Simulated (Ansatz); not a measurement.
Si$_{2}$W, in the lowest among the structures calculated here: I4/mmm (No. 139), tI6; a = b = 3.1855 Å, c = 7.7713 Å, α = β = γ = 90.00°; Si 4e (0.000, 0.000, 0.335); W 2a (0.000, 0.000, 0.000). Level of theory: LDA (plane waves to 420 eV, PAW, scalar-relativistic; Ansatz, a program for electronic structure). Element references, the lowest calculated here: W (Im-3m), Si (Fd-3m).

### Question
What formation energy of this I4/mmm form of Si2W from the elements does LDA give?

### Answer
-0.44 eV/atom.

Static energies, no anion corrections, no zero-point energy. Values are rounded to 0.01 eV/atom. Spin-orbit coupling is missing from these energies, which matters for elements this heavy. The compounds carry no spin polarisation.
